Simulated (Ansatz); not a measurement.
Here is the system:

LiCl:
```yaml
crystal:
  lattice:
    - [0.00000, 2.48228, 2.48228]
    - [2.48228, 0.00000, 2.48228]
    - [2.48228, 2.48228, 0.00000]
  atoms:
    - { symbol: Li, position: [0.00000, 0.00000, 0.00000] }
    - { symbol: Cl, position: [0.50000, 0.50000, 0.50000] }
```

This is the LDA-relaxed structure.

Task: All from LDA in the plane-wave PAW code Ansatz, unless another level is named. Predict the Hill bulk and shear moduli.

Result: 40.9 and 27.5 GPa.

Task: Next, the elastic constants (relaxed ions, GPa)?

Result: C11 = 76.2, C12 = 23.2, C44 = 28.2.

Task: Next, the vibrational entropy at 300 K?

Result: 27.6 J/(K·mol of atoms).

Space group Fm-3m (rock salt). The LDA relaxation kept the symmetry of its start; phonons on a q-mesh show no instability.

Potentials: the later of the program's two PAW sets.
